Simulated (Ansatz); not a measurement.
SiNF:
```yaml
crystal:
  lattice:
    - [2.88227, 0.00000, 0.00000]
    - [0.00000, 4.78704, 0.00000]
    - [0.00000, 0.00000, 4.81069]
  atoms:
    - { symbol: Si, position: [0.00000, 0.38750, 0.99137] }
    - { symbol: N, position: [0.50000, 0.48252, 0.82399] }
    - { symbol: F, position: [0.00000, 0.05720, 0.01797] }
    - { symbol: Si, position: [0.50000, 0.61250, 0.49137] }
    - { symbol: N, position: [0.00000, 0.51748, 0.32399] }
    - { symbol: F, position: [0.50000, 0.94280, 0.51797] }
```

Relaxed with LDA. Special points in fractions of this cell's reciprocal vectors: Γ (0.000, 0.000, 0.000); X (0.500, 0.000, 0.000); S (0.500, 0.500, 0.000); Y (0.000, 0.500, 0.000); Z (0.000, 0.000, 0.500); U (0.500, 0.000, 0.500); R (0.500, 0.500, 0.500); T (0.000, 0.500, 0.500).

Problem. List the band energies nearest the valence-band maximum at these points for LDA in the plane-wave PAW code Ansatz.

Solution. In eV from the valence-band maximum; about four levels below and three above (degenerate sets whole), none deeper than 8.9 eV; points with the same levels are listed once.

```csv
k,below,above
Γ,-2.37 -2.21 -2.03 -0.24,5.17 5.27 6.87
X,-3.52 -3.52 -1.05 -1.05,6.87 6.87 9.12 9.12
S,-3.69 -3.69 -0.86 -0.86,6.84 6.84 8.75 8.75
Y,-2.79 -2.72 -2.25 0.00,5.14 6.18 6.61
Z,-2.63 -2.63 -1.59 -1.59,6.16 6.16 8.10 8.10
U,-2.74 -2.74 -0.71 -0.71,5.86 5.86 7.14 7.14
R,-3.17 -3.17 -0.71 -0.71,5.75 5.75 6.69 6.69
T,-2.75 -2.75 -1.71 -1.71,6.15 6.15 8.23 8.23
```

Space group Pmn2_1. The start of the workflow was typed in or built on a structure type; neither database checked (COD, Materials Project) lists it. Its standing as an ambient phase is unchecked. The cell was relaxed with LDA under the symmetry of its start; whether a distortion lowers the energy is not shown. The volume moved by -42 % from the start of the relaxation. A crystal of weakly bound layers computed without a dispersion correction: the cell and the soft elastic constants depend strongly on that.

Potentials: the earlier of the program's two PAW sets. The files were generated under PBE; for other functionals the program regenerates the frozen cores, and for LDA and PBEsol the local potential too.
